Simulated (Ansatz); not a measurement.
The start is a relaxed MoS2 cell, doubled along one cell vector, shaken by Gaussian noise of σ = 0.08 Å a coordinate. The cell and all atomic positions are relaxed at zero pressure with r2SCAN (plane waves to 500 eV, PAW, scalar-relativistic; Ansatz, an electronic-structure program). The first steps use a coarse 4×4×4 k-mesh.

The start:
```yaml
crystal:
  lattice:
    - [5.83771, 0.00000, 0.00000]
    - [0.00000, 5.83771, 0.00000]
    - [0.00000, 0.00000, 6.50222]
  atoms:
    - { symbol: Mo, position: [0.48454, 0.50040, 0.25876] }
    - { symbol: Mo, position: [0.49940, 0.51126, 0.75494] }
    - { symbol: Mo, position: [0.02628, 0.01636, 0.99364] }
    - { symbol: Mo, position: [0.01057, 0.98146, 0.48778] }
    - { symbol: S, position: [0.77698, 0.78804, 0.23628] }
    - { symbol: S, position: [0.77750, 0.80785, 0.72990] }
    - { symbol: S, position: [0.30217, 0.71453, 0.99207] }
    - { symbol: S, position: [0.28175, 0.69822, 0.51073] }
    - { symbol: S, position: [0.73393, 0.28689, 0.01057] }
    - { symbol: S, position: [0.70061, 0.28153, 0.48639] }
    - { symbol: S, position: [0.19310, 0.20924, 0.27264] }
    - { symbol: S, position: [0.21257, 0.21013, 0.75482] }
```

Q: By how much does the energy per atom fall from start to end?

A: 0.17 eV/atom.

Q: How does the volume change?

A: -7.3 %, from 18.47 to 17.12 Å³/atom.

Q: Does it find its way back to the structure it was made from?

A: It does not go back: it reaches P2₁2₁2 (No. 18), 0.08 eV/atom below the parent.

Q: How do the shortest distances between atoms change?

A: The closest pairs of elements (up to four, under 3.6 Å), start → end: Mo–S 2.20 → 2.31 Å; S–S 3.10 → 2.62 Å; Mo–Mo 3.22 → 2.79 Å.

Q: What band gap does the relaxed structure have at this level?

A: No gap (metallic).

Q: What does it relax into? Give the structure.

A: 
Space group P2₁2₁2 (No. 18); a = 5.295 Å, b = 5.999 Å, c = 6.469 Å, α = 90.00°, β = 90.00°, γ = 90.00°

```csv
atom,site,symmetry,x,y,z
Mo,2b,..2,0.0000,0.5000,0.0882
Mo,2b,..2,0.5000,0.0000,0.3433
S,4c,1,0.1884,0.1413,0.1251
S,4c,1,0.2222,0.1418,0.6288
```

Final values are on a 9×8×7 k-mesh of the relaxed cell. No spin polarisation in the result.

The relaxed structure here is a generated cell of MoS2: the first start was made by placing the elements on the sites of a structure type, and the end was not matched to a known phase here, so it may be hypothetical. Known forms of MoS2 include space group No. 160, 194.
